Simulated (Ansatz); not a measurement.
The relaxed structure here is a generated cell of Mg: the first start was made by placing the elements on the sites of a structure type, and the end was not matched to a known phase here, so it may be hypothetical. Known forms of Mg include space group No. 194.

A relaxed cell of Mg (P6/mmm (No. 191)), relaxed on a k-mesh at least as fine as the one used below. Level of theory: r2SCAN (plane waves to 500 eV, PAW, scalar-relativistic; Ansatz, a quantum-chemistry and plane-wave program). Γ-centred k-mesh 4×8×11 on the run's cell (coarser than for final values), Fermi–Dirac smearing 0.05 eV.

```yaml
crystal:
  lattice:
    - [10.13422, 0.00000, 0.00000]
    - [-2.53356, 4.38825, 0.00000]
    - [0.00000, 0.00000, 3.08154]
  atoms:
    - { symbol: Mg, position: [0.00000, 0.00000, 0.00000] }
    - { symbol: Mg, position: [0.50000, 0.00000, 0.00000] }
    - { symbol: Mg, position: [0.16667, 0.66667, 0.50000] }
    - { symbol: Mg, position: [0.66667, 0.66667, 0.50000] }
    - { symbol: Mg, position: [0.33333, 0.33333, 0.50000] }
    - { symbol: Mg, position: [0.83333, 0.33333, 0.50000] }
```

The atoms are displaced by (Å):

```csv
atom,ux,uy,uz
Mg1,0.017,0.080,0.043
Mg2,0.013,-0.040,-0.132
Mg3,-0.026,-0.045,0.087
Mg4,-0.026,-0.060,0.022
Mg5,-0.032,-0.040,0.006
Mg6,0.004,0.130,-0.043
```

Problem. What forces (eV/Å) and pressure result?

Solution. 
| atom | Fx | Fy | Fz |
|---|---|---|---|
| Mg1 | -0.14 | -0.15 | -0.04 |
| Mg2 | -0.01 | 0.03 | 0.23 |
| Mg3 | 0.19 | 0.23 | 0.01 |
| Mg4 | -0.03 | 0.35 | -0.04 |
| Mg5 | 0.10 | 0.02 | -0.10 |
| Mg6 | -0.11 | -0.48 | -0.06 |

Pressure +0.2 GPa.

The undisplaced cell is probably no minimum: from this displacement the run went on to I4/mmm (No. 139), 0.04 eV/atom below it.

No spin polarisation in the result.
